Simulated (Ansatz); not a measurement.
Ge:
```yaml
crystal:
  lattice:
    - [-2.57264, 2.57264, 1.41011]
    - [2.57264, -2.57264, 1.41011]
    - [2.57264, 2.57264, -1.41011]
  atoms:
    - { symbol: Ge, position: [0.25000, 0.75000, 0.50000] }
    - { symbol: Ge, position: [0.50000, 0.50000, 0.00000] }
```

Relaxed with r²SCAN. Special points in fractions of this cell's reciprocal vectors: Γ (0.000, 0.000, 0.000); X (0.000, 0.000, 0.500); M (-0.500, 0.500, 0.500); Z (0.325, 0.325, -0.325); Z0 (-0.325, 0.675, 0.325); P (0.250, 0.250, 0.250); N (0.000, 0.500, 0.000).

List the band energies nearest the Fermi level at these points for the program Ansatz at the r²SCAN level (PAW).

In eV from the Fermi level; about four levels below and three above (degenerate sets whole), none deeper than 8.9 eV; points with the same levels are listed once.

```json
[
 {"k": "Γ", "below": "-4.06 -2.51 -2.51", "above": "3.76 7.98 7.98"},
 {"k": "X", "below": "–", "above": "0.59 0.59 2.22 2.22"},
 {"k": "M", "below": "-6.14 -6.14", "above": "6.23 6.23 11.64 11.64"},
 {"k": "Z", "below": "-6.77 -3.96 -3.83 -3.83", "above": "4.08 7.01 7.01"},
 {"k": "P", "below": "-7.25 -7.25 -4.56 -4.56", "above": "4.34 4.34 5.17 5.17"},
 {"k": "N", "below": "-6.71 -2.69 -2.17 -1.56", "above": "2.76 3.73 5.79"}
]
```

Space group I4_1/amd (β-Sn type). This is a known high-pressure phase of the composition, computed here at zero pressure and temperature. The r²SCAN relaxation kept the symmetry of its start; of distortions, only those at the zone centre were tested. Scalar-relativistic: spin–orbit coupling is off unless named, which matters more the heavier the elements.

Potentials: the earlier of the program's two PAW sets.
